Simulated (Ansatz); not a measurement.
Li2H6PtO6: Field gradients at the nuclei

The cell is a Materials Project structure (computed, not necessarily an observed phase).

```cif
data_Li2H6PtO6
_symmetry_space_group_name_H-M 'P-3'
_symmetry_Int_Tables_number 147
_cell_length_a 5.5047
_cell_length_b 5.5047
_cell_length_c 4.8248
_cell_angle_alpha 90.000
_cell_angle_beta 90.000
_cell_angle_gamma 120.000
loop_
_atom_site_label
_atom_site_type_symbol
_atom_site_symmetry_multiplicity
_atom_site_Wyckoff_symbol
_atom_site_fract_x
_atom_site_fract_y
_atom_site_fract_z
Li Li 2 d 0.3333 0.6667 0.9440
H H 6 g 0.6538 0.7757 0.3852
Pt Pt 1 a 0.0000 0.0000 0.0000
O O 6 g 0.6879 0.6872 0.2258
```

One atom of each set is listed.

Method: Kohn–Sham DFT in Ansatz, PBE, plane waves and PAW, with spin–orbit coupling, 420 eV cutoff, Γ-centred 5×5×5 k-points, Fermi–Dirac smearing 0.02 eV.

Conventions: |V_zz| ≥ |V_yy| ≥ |V_xx|, η = (V_xx − V_yy)/V_zz, C_Q = eQV_zz/h.

⁷Li: I = 3/2, Q = -40.10 mb; 2H: I = 1, Q = 2.858 mb; O-17: I = 5/2, Q = -25.58 mb. Q values from Pyykkö, Mol. Phys. 116, 1328 (2018).

Task: Which values are expected at the nuclei?

Result: 

```
site  atoms                                                         first shell  V_xx, V_yy, V_zz (10²¹ V/m²)     η  C_Q (MHz)
  Li      2                                                  6 O at 2.06–2.33 Å         -0.023, -0.023, 0.046  0.00     -0.045
   H      6                                   1 O at 0.98 Å; also 1 O at 2.20 Å            -1.80, -2.10, 3.91  0.08      0.270
  Pt      1                                                       6 O at 2.04 Å            -0.43, -0.43, 0.86  0.00          –
   O      6  1 H at 0.98 Å, 1 Pt at 2.04 Å, 1 Li at 2.06 Å; also 1 Li at 2.33 Å           1.77, 11.38, -13.15  0.73       8.14
```

An axis of threefold or higher order runs through Li and Pt, so V_zz lies along it and η is zero. At H V_zz points along its bond to O (within 1°). At O V_zz stands upright on the plane through its three neighbours (within 9°).

Pt has no stable isotope with a ground-state quadrupole moment in the table, so no C_Q is given.

The run took 86 s of wall time (86 s of CPU time) and 0.96 GiB at its peak, on 1 thread of AMD EPYC 7R43 64-Core Processor (Zen 3) (x86_64; 48 cores open to the job, memory cap 2.5 GiB, no GPU), a shared host with a load of 0.6 a core.
